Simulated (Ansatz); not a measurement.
# Structure relaxation, Si₂Mo

The start is a relaxed Si2Mo cell displaced along its unstable phonon at q = (0, 0, ½) of its primitive reciprocal cell (108i cm⁻¹), largest move 0.15 Å. The cell and all atomic positions are relaxed at zero pressure with r2SCAN (plane waves to 500 eV, PAW, scalar-relativistic; Ansatz, a first-principles code). The first steps use a coarse 9×9×7 k-mesh.

The start:
```
CELL_PARAMETERS angstrom
      4.29463     0.00000     0.00000
     -2.14731     3.71926     0.00000
      0.00000     0.00000     5.14248
ATOMIC_POSITIONS crystal
  Mo 0.02017 0.04033 0.00000
  Mo 0.97983 0.95967 0.50000
  Si 0.33333 0.66667 0.25000
  Si 0.33333 0.66667 0.75000
  Si 0.66667 0.33333 0.25000
  Si 0.66667 0.33333 0.75000
```

Question: Which atoms feel the largest initial force, and how large is it?

Answer: 0.88 eV/Å, on Mo1, Mo2 (atoms numbered as listed).

Question: By how much does the energy per atom fall from start to end?

Answer: 0.54 eV/atom.

Question: How does the volume change?

Answer: +1.1 %, from 13.69 to 13.84 Å³/atom.

Question: Is the parent structure recovered?

Answer: It does not go back: it reaches Cmcm (No. 63), 0.57 eV/atom below the parent.

Question: How do the shortest distances between atoms change?

Answer: The closest pairs of elements (up to four, under 3.6 Å), start → end: Si–Si 2.48 → 2.29 Å; Mo–Si 2.66 → 2.54 Å; Mo–Mo 2.59 → 3.23 Å.

Question: Is the relaxed structure metallic? Give its gap.

Answer: No gap (metallic).

Question: Write out the relaxed structure.

Answer: 
Space group Cmcm (No. 63); a = 3.256 Å, b = 8.535 Å, c = 5.977 Å, α = β = γ = 90.00°

```tsv
atom	site	symmetry	x	y	z
Mo	4c	m2m	0.0000	0.0712	0.7500
Si	8f	m..	0.0000	0.6464	0.0587
```
(The calculation used a cell of 6 atoms; values per cell refer to that cell.)

Final values are on a 15×15×8 k-mesh of the relaxed cell. No spin polarisation in the result.

The run could not lose the symmetry of its start: the end is stationary, and may be a saddle point rather than a minimum.

The relaxed structure here is a generated cell of Si2Mo: the first start was made by placing the elements on the sites of a structure type, and the end was not matched to a known phase here, so it may be hypothetical. Known forms of Si2Mo include space group No. 139.
